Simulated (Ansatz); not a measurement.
AgI (zinc blende, space group No. 216), LDA (plane waves, PAW; program Ansatz). The conduction-band minimum lies at Γ, with 1 equivalent valley. Second derivatives d²E/dk² of the lowest band at one valley (eV·Å²), along Cartesian directions:

| direction | d²E/dk² |
|---|---|
| [100] | 57.03 |
| [010] | 57.03 |
| [001] | 57.03 |
| [110] | 56.98 |
| [101] | 56.98 |
| [011] | 56.98 |

Task: Find the principal effective masses, the density-of-states mass and the conductivity mass.

Result: Off-diagonal terms follow from H_xy = H[110] − (H_xx + H_yy)/2, and m*/mₑ = 7.620 eV·Å² over each eigenvalue: 0.13, 0.13, 0.13. One valley's DOS mass (m₁m₂m₃)^(1/3) = 0.13, conductivity mass 3/(Σ 1/mᵢ) = 0.13 mₑ.

Task: What effective density of states Nc follows at 300 K for parabolic valleys?

Result: Nc = 2.509e19 × 1 × (0.13)^(3/2) ≈ 1.2e18 cm⁻³.

Task: With the computed static dielectric constant 7.26 (mean of the diagonal), estimate a hydrogenic donor's binding energy and radius.

Result: E = 13.606 eV × 0.13/7.26² ≈ 34 meV; a = 0.529 Å × ε/m* ≈ 30 Å. Semilocal masses tend to be too small where the gap is.

Task: With ε∞ = 5.93 and ω_LO = 130 cm⁻¹, what Fröhlich coupling constant follows?

Result: α = (1/ε∞ − 1/ε0) √(m* × 13.606 eV/ħω_LO) = 0.32.

Space group F-43m (zinc blende). The cell was relaxed with LDA under the symmetry of its start; phonons on a q-mesh show no instability. No spin polarisation was allowed. Spin–orbit coupling is left out wherever it is not named.

Potentials: the later of the program's two PAW sets.
